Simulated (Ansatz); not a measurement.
A trial cell of HfN was relaxed with PBEsol (plane waves to 420 eV, PAW, scalar-relativistic; Ansatz, a quantum-chemistry and plane-wave program).

Before: Fmmm (No. 69), oF8; a = 4.582 Å, b = 4.861 Å, c = 5.379 Å, α = β = γ = 90.00°.

After relaxation:

Simulated powder pattern, Ag Kα, λ = 0.560885 Å (kinematic, ideal powder, no thermal factors, no anomalous dispersion; the 24 strongest lines at most, above 1 %, up to 2θ = 30°):

```csv
2θ (°),I/Imax (%)
12.39,100
14.31,70
20.30,54
23.85,54
24.93,19
28.86,9.1
```

Problem. Identify the relaxed structure from its pattern: crystal system, space group and cell.

Solution. Cubic, Fm-3m (No. 225), cF8, rock salt type; a = b = c = 4.502 Å, α = β = γ = 90.00°. Sites: N 4a (0.000, 0.000, 0.000); Hf 4b (0.500, 0.500, 0.500).

Problem. Index the strongest lines.

Solution. 12.39° (111), 14.31° (200), 20.30° (220), 23.85° (311), 24.93° (222).

No spin polarisation in the result. The relaxed primitive cell holds an odd number of electrons. A magnetic state may lie lower.

The run could not lose the symmetry of its start.

All atoms sit on sites fixed by symmetry, so only the cell could relax.
